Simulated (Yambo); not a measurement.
Yambo run on BaO (NiAs type, space group P6_3/mmc, No. 194). The wavefunctions are PBEsol (Quantum ESPRESSO, PseudoDojo norm-conserving, 84 Ry, no spin-orbit coupling) ones on a 6×6×2 mesh (16 occupied bands); a = 3.7434 Å, b = 3.7434 Å, c = 6.5331 Å, α = 90.00°, β = 90.00°, γ = 120.00°.

Yambo input:

```
rim_cut
HF_and_locXC
RandQpts= 1000000
RandGvec= 1 Ry
EXXRLvcs= 84 Ry
VXCRLvcs= 336 Ry
% QPkrange
 1 | 1 | 16 | 17 |
 2 | 2 | 16 | 17 |
 7 | 7 | 16 | 17 |
 8 | 8 | 16 | 17 |
 13 | 13 | 16 | 17 |
 14 | 14 | 16 | 17 |
%
```

k points by index: 1 = Γ, 2 = A, 7 = M, 8 = L, 13 = K, 14 = H.

Table of the .hf output:

```
#    K-point    Band    Eo [eV]    Ehf [eV]    Vxc [eV]    Vnlxc [eV]
#
    1    16    -0.015261    -4.943847    -18.65345    -23.58203
    1    17    3.337781    7.944309    -9.223693    -4.617165
    2    16    -1.041281    -6.241088    -17.34781    -22.54761
    2    17    4.102820    8.686988    -11.37434    -6.790172
    7    16    -0.006391    -4.914888    -18.59998    -23.50847
    7    17    2.446098    6.896720    -9.483495    -5.032873
    8    16    -0.882508    -6.072064    -17.56748    -22.75704
    8    17    3.810591    8.238466    -11.10703    -6.679151
    13    16    -0.779512    -6.035224    -18.02537    -23.28108
    13    17    4.258231    9.104996    -10.12598    -5.279212
    14    16    0.000000    -4.908134    -18.59083    -23.49897
    14    17    4.785684    9.833108    -9.776399    -4.728974
```
Exchange alone, without screening.

Geometry relaxed with PBEsol.

This is not the ordinary phase of the substance; no match was found in the copy of COD used, and its stability was not checked.
